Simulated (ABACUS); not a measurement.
Input and output of a self-consistent single point for CoGe (P2_13, 8 atoms in the cell; from Materials Project mp-10692, changed as shown) (ABACUS).

All values come from this method and carry its errors: PBEsol, PseudoDojo 0.4 standard norm-conserving PBEsol (tails mended) pseudopotentials (plane waves; ABACUS 3.10.1).

The change in words: volume scaled by 0.96. Reference geometry (P2_13):
```yaml
crystal:
  lattice:
    - [4.57947, 0.00000, 0.00000]
    - [0.00000, 4.57947, 0.00000]
    - [0.00000, 0.00000, 4.57947]
  atoms:
    - { symbol: Co, position: [0.13683, 0.13683, 0.13683] }
    - { symbol: Co, position: [0.36317, 0.86317, 0.63683] }
    - { symbol: Co, position: [0.63683, 0.36317, 0.86317] }
    - { symbol: Co, position: [0.86317, 0.63683, 0.36317] }
    - { symbol: Ge, position: [0.83981, 0.83981, 0.83981] }
    - { symbol: Ge, position: [0.66019, 0.16019, 0.33981] }
    - { symbol: Ge, position: [0.33981, 0.66019, 0.16019] }
    - { symbol: Ge, position: [0.16019, 0.33981, 0.66019] }
```

Reference input (self-consistent single point, DFT, PBEsol, plane waves, PseudoDojo 0.4 standard norm-conserving PBEsol (tails mended) pseudopotentials): KPT = Gamma 3 3 3 0 0 0; basis_type = pw; ecutwfc = 96 Ry; smearing_method = mv; smearing_sigma = 0.0199916 Ry; potentials = PseudoDojo 0.4 standard norm-conserving PBEsol (tails mended); symmetry = 1; symmetry_prec = 1e-05; ks_solver = dav; scf_nmax = 100; scf_thr = 1.0e-09 Ry; mixing_type = broyden. This run's input differs from it in these lines:

```diff
@@ -25,8 +25,8 @@
 LATTICE_CONSTANT
-8.653944
+8.536985
 
 LATTICE_VECTORS
-   1.0000000111    0.0000000000    0.0000000000
-   0.0000000000    1.0000000111    0.0000000000
-   0.0000000000    0.0000000000    1.0000000111
+   1.0000000195    0.0000000000    0.0000000000
+   0.0000000000    1.0000000195    0.0000000000
+   0.0000000000    0.0000000000    1.0000000195
 
@@ -38,6 +38,6 @@
 4
-   0.6266088801    0.6266088801    0.6266088801
-   1.6631261199    3.9528611199    2.9163438801
-   2.9163438801    1.6631261199    3.9528611199
-   3.9528611199    2.9163438801    1.6631261199
+   0.6181401977    0.6181401977    0.6181401977
+   1.6406488023    3.8994378023    2.8769291977
+   2.8769291977    1.6406488023    3.8994378023
+   3.8994378023    2.8769291977    1.6406488023
 
@@ -46,6 +46,6 @@
 4
-   3.8458847007    3.8458847007    3.8458847007
-   3.0233202993    0.7335852993    1.5561497007
-   1.5561497007    3.0233202993    0.7335852993
-   0.7335852993    1.5561497007    3.0233202993
+   3.7939071802    3.7939071802    3.7939071802
+   2.9824598198    0.7236708198    1.5351181802
+   1.5351181802    2.9824598198    0.7236708198
+   0.7236708198    1.5351181802    2.9824598198
 # file: KPT
```

Output, abridged:

```
 SELF-CONSISTENT
 -------------------------------------------
                                 init_chg = atomic

 PW ALGORITHM --------------- ION=   1  ELEC=   1--------------------------------

 Density error is 1.33665233211
                          Error Threshold = 0.01
 E_KohnSham     -1935.9848565287     -26340.4252905027
 E_Fermi        1.3753339244         18.7123780244

 PW ALGORITHM --------------- ION=   1  ELEC=   2--------------------------------

 Density error is 1.54165304935
                          Error Threshold = 0.00107794542912
 E_KohnSham     -1936.2258291137     -26343.7038907200
   [... lines left out ...]

 Density error is 3.6292862832e-09
                          Error Threshold = 1.35257589004e-11
 E_KohnSham     -1936.4112477470     -26346.2266406482
 E_Fermi        1.4531051469         19.7705097909

 PW ALGORITHM --------------- ION=   1  ELEC=  11--------------------------------

 Density error is 4.57462534508e-11
                          Error Threshold = 2.92684377677e-12
 E_KohnSham     -1936.4112477472     -26346.2266406515
 E_KS(sigma->0) -1936.4147375971     -26346.2741224956
 E_entropy(-TS) 0.0069796998         0.0949636882
 E_Fermi        1.4531004416         19.7704457725
 charge density convergence is achieved
 final etot is -26346.226641 eV
 EFERMI = 19.770445772 eV

 STATE ENERGY(eV) AND OCCUPATIONS    NSPIN == 1
   [... 72 lines left out ...]

 TOTAL-FORCE (eV/Angstrom)
                       Co1         0.1162304804         0.1162304804         0.1162304804
                       Co2        -0.1162304804        -0.1162304804         0.1162304804
                       Co3         0.1162304804        -0.1162304804        -0.1162304804
                       Co4        -0.1162304804         0.1162304804        -0.1162304804
                       Ge1         0.0340374021         0.0340374021         0.0340374021
                       Ge2        -0.0340374021        -0.0340374021         0.0340374021
                       Ge3         0.0340374021        -0.0340374021        -0.0340374021
   [... lines left out ...]

 TOTAL-STRESS (KBAR)
        75.4249226248         0.0000000000         0.0000000000
         0.0000000000        75.4249226248         0.0000000000
         0.0000000000         0.0000000000        75.4249226248
 TOTAL-PRESSURE: 75.424923 KBAR

 --------------------------------------------
 !FINAL_ETOT_IS -26346.2266406515191193 eV
 --------------------------------------------
```

The run converged in 11 iterations. Against the reference run the free energy rises by 9.1 meV/atom, the pressure goes from -1.23 to 7.54 GPa and the largest force goes from 0.039 to 0.201 eV/Å.

The run has no spin polarisation, so moments on Co cannot form. The structure comes from a collection of computed structures, made at another level of theory; the collection holds predicted forms beside known ones. No clean gap shows at this smearing width and mesh (spacing up to 0.46 Å⁻¹); the mesh is coarse for partly filled bands, so the values carry mesh errors.

Cost on one core: around 100 core-seconds (rough).

“Tails mended”: in these copies of the files the far tail of each local potential was reset to the Coulomb form.
